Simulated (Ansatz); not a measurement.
Input file for Ansatz (an electronic-structure program):

Ansatz 0.2 input:
```yaml
crystal:
  lattice:
    - [2.992673038, 0.0, 0.0]
    - [0.0, 2.992673038, 0.0]
    - [0.0, 0.0, 2.992673038]
  atoms:
    - { symbol: Al, position: [0.0, 0.0, 0.0] }
    - { symbol: Os, position: [0.5, 0.5, 0.5] }
kpoints:
  mp_grid: { grid: [10, 10, 10] }
  band_path:
    path:
      - [[0.0, 0.0, 0.0], [0.0, 0.5, 0.0], [0.5, 0.5, 0.0], [0.0, 0.0, 0.0], [0.5, 0.5, 0.5], [0.0, 0.5, 0.0]]  # Γ-X-M-Γ-R-X
      - [[0.5, 0.5, 0.5], [0.5, 0.5, 0.0]]  # R-M
    npoints: 12
basis: { xc_grid: 2 }
hamiltonian:
  xc: pbesol
  pseudopotentials: { kind: paw }
magnetization: { noncollinear: true, spin_orbit: true }
scf:
  n_extra_bands: 13
  convergence: { dr2_threshold: 0.0000000001 }
  occupations: { method: gaussian, width: 0.05 }
output: { eigenvalues: true }
```

Output (shortened):

```
Pseudopotential: Al, paw_fr, valence charge 3
Pseudopotential: Os, paw_fr, valence charge 16
Functional definition: PBEsol
non-collinear run that drives no moment, with spin-orbit …
Crystal: 2 atoms, lattice volume = 26.803 Å³
Basis set: ecut = 420 eV, 515 PW (Γ), exchange–correlation on 48×48×48 points (8 copies of the dense FFT grid, shifted against one another)
Bands: 32, of which v1, the nominal top of the filled ones, is band 19 counted from 1 (18 counted from 0)
Symmetry: 48 space group operations + 48 with time reversal
k-points: 56 of 1000
Projection manifold: j_resolved (fully-relativistic pseudo-atomic orbitals)
SCF iter   1: F=—  HF=-11805.185399 eV  |F-HF|=—  |Δ(HF+E_count)|=         —  Δρ=4.86e-2  dr2=4.38e-1  dr2_m=0.00e0 (ungated)  ethr=3.10e-3  |M|=0.00e0 ∫|m|=0.00e0 μB  |m|>n=0.0e0 m-floor=0.0e0 τ_xc=0.0e0  β_m=0.30  ⟨swp⟩=6.1  Hψ=4762  notcnv=0  defer=54
preconditioner: auto → none
SCF iter   2: F=—  HF=-11805.099888 eV  |F-HF|=—  |Δ(HF+E_count)|=   8.55e-2  Δρ=3.46e-2  dr2=2.08e-1  dr2_m=0.00e0 (ungated)  ethr=2.31e-3  |M|=0.00e0 ∫|m|=0.00e0 μB  |m|>n=0.0e0 m-floor=0.0e0 τ_xc=0.0e0  β_m=0.62  ⟨swp⟩=1.8  Hψ=1172  notcnv=0  defer=170
SCF iter   3: F=—  HF=-11805.011059 eV  |F-HF|=—  |Δ(HF+E_count)|=   8.88e-2  Δρ=9.57e-3  dr2=2.98e-2  dr2_m=0.00e0 (ungated)  ethr=1.09e-3  |M|=0.00e0 ∫|m|=0.00e0 μB  |m|>n=0.0e0 m-floor=0.0e0 τ_xc=0.0e0  β_m=0.57  ⟨swp⟩=2.2  Hψ=934  notcnv=0  defer=322
SCF iter   4: F=—  HF=-11805.002891 eV  |F-HF|=—  |Δ(HF+E_count)|=   8.17e-3  Δρ=1.78e-3  dr2=3.67e-4  dr2_m=0.00e0 (ungated)  ethr=1.57e-4  |M|=0.00e0 ∫|m|=0.00e0 μB  |m|>n=0.0e0 m-floor=0.0e0 τ_xc=0.0e0  β_m=0.71  ⟨swp⟩=2.1  Hψ=1154  notcnv=0  defer=382
SCF iter   5: F=—  HF=-11805.002704 eV  |F-HF|=—  |Δ(HF+E_count)|=   1.87e-4  Δρ=3.31e-4  dr2=3.90e-5  dr2_m=0.00e0 (ungated)  ethr=1.93e-6  |M|=0.00e0 ∫|m|=0.00e0 μB  |m|>n=0.0e0 m-floor=0.0e0 τ_xc=0.0e0  β_m=0.70  ⟨swp⟩=2.1  Hψ=1140  notcnv=0  defer=382
SCF iter   6: F=—  HF=-11805.002694 eV  |F-HF|=—  |Δ(HF+E_count)|=   1.05e-5  Δρ=4.33e-5  dr2=5.76e-7  dr2_m=0.00e0 (ungated)  ethr=2.05e-7  |M|=0.00e0 ∫|m|=0.00e0 μB  |m|>n=0.0e0 m-floor=0.0e0 τ_xc=0.0e0  β_m=0.83  ⟨swp⟩=2.2  Hψ=933  notcnv=0  defer=382
SCF iter   7: F=—  HF=-11805.002693 eV  |F-HF|=—  |Δ(HF+E_count)|=   4.51e-7  Δρ=2.90e-6  dr2=2.10e-9  dr2_m=0.00e0 (ungated)  ethr=3.03e-9  |M|=0.00e0 ∫|m|=0.00e0 μB  |m|>n=0.0e0 m-floor=0.0e0 τ_xc=0.0e0  β_m=0.86  ⟨swp⟩=2.1  Hψ=1018  notcnv=0  defer=382
SCF iter   8: F=-11805.002693 eV  HF=-11805.002693 eV  |F-HF|=7.28e-12  |Δ(HF+E_count)|=  1.64e-10  Δρ=1.88e-7  dr2=2.45e-12  dr2_m=0.00e0 (ungated)  ethr=1.00e-12  |M|=0.00e0 ∫|m|=0.00e0 μB  |m|>n=0.0e0 m-floor=0.0e0 τ_xc=0.0e0  ⟨swp⟩=7.8  Hψ=3693  notcnv=0
SCF 1 converged in 8 iterations: F = -11805.002693 eV  dr2 = 2.45e-12
NSCF: frozen V_eff on 74 k-points
SCF converged after 8 iterations
Magnetization: |M| = 0.0000 μB,  M = (+0.0000, +0.0000, +0.0000) μB
Absolute magnetization: 0.0000 μB (∫|m|)
  site 0: m = (+0.0000, +0.0000, +0.0000) μB, |m| = 0.0000 μB  (R = 1.07 Å)
  site 1: m = (+0.0000, +0.0000, +0.0000) μB, |m| = 0.0000 μB  (R = 1.07 Å)
Free energy (F): -11805.002693 eV
Harris-Foulkes:  -11805.002693 eV  (|F-HF|=7.28e-12)
Internal energy: -11805.001820 eV  (E = F + TS)
E sigma→0 (E₀):  -11805.002257 eV
Entropy (-TS):   -0.000873 eV (-0.437 meV/atom)
Fermi energy:    17.682278 eV
--- Per-component energies (eV) ---
  E_band       = -145.475200
  E_kinetic    = 592.232575
  E_local      = -1271.905994  (includes V_loc(G=0)·N_el)
  E_nonlocal   = 3.107057
  E_hartree    = 530.124337
  E_xc         = -306.842536
  E_vxc        = -315.892475  (∫ρ·V_xc dr)
  E_paw        = -9357.880803  (= ΣΔE_a)
  E_vpaw       = -213.264925  (= ΣTr[D̂ρ^β])
  E_aug_tail   = -0.000069  (compensation charges beyond the density's cutoff)
  E_ewald      = -1994.108522
  E_core_change = 0.272134  (= ΣΔE_core)
  E_smearing   = -0.000873  (= −TS)
  E_closure    =  0.000000  (closes the sum)
  Σ components = -11805.002693   (vs F -11805.002693, Δ=0.00e0)
  [band-id]    e_kinetic+e_local+e_nonlocal+2·e_hartree+e_vxc+e_vpaw+e_augmentation_tail = -145.475156   (vs E_band -145.475200, Δ=4.46e-5)
--- Band table (eV; the first three rows and the last of 56) ---
  k-point 0: bands = ["-67.4322", "-67.4322", "-35.8792", "-35.8792", "-23.6382", "-23.6382", "-23.6382", "-23.6382", "6.6300", "6.6300", "13.3225", "13.3225", "13.3225", "13.3225", "17.8256", "17.8256", "17.8256", "17.8256", "18.5003", "18.5003", "22.4658", …
  k-point 1: bands = ["-67.4314", "-67.4314", "-35.8822", "-35.8822", "-23.6563", "-23.6563", "-23.6358", "-23.6358", "6.8366", "6.8366", "13.3956", "13.3956", "13.3982", "13.3982", "17.4987", "17.4987", "17.6977", "17.6977", "18.3261", "18.3261", "22.1925", …
  k-point 2: bands = ["-67.4292", "-67.4292", "-35.8902", "-35.8902", "-23.7034", "-23.7034", "-23.6296", "-23.6296", "7.4340", "7.4340", "13.4970", "13.4970", "13.5960", "13.5960", "16.8106", "16.8106", "17.1596", "17.1596", "18.2490", "18.2490", "20.9530", …
  k-point 55: bands = ["-67.4065", "-67.4065", "-35.9692", "-35.9692", "-23.8609", "-23.8609", "-23.8609", "-23.8609", "12.2046", "12.2046", "12.2046", "12.2046", "12.5007", "12.5007", "19.7483", "19.7483", "19.7952", "19.7952", "19.9199", "19.9199", …
```

Cost: very roughly 16 core-seconds on shared cores.

Space group Pm-3m (CsCl type). The first step of the workflow began from a Materials Project structure, measured or hypothetical; the Crystallography Open Database copy checked does not list it. With Al and Os taken as one species the cell has the higher symmetry Im-3m, so it may be an ordered model of a mixed-site phase. Its standing as an ambient phase is unchecked. The cell was relaxed with PBEsol under the symmetry of its start; of distortions, only those at the zone centre were tested. No spin polarisation was allowed.

Potentials: the later of the program's two PAW sets.

Ansatz is a plane-wave DFT program.
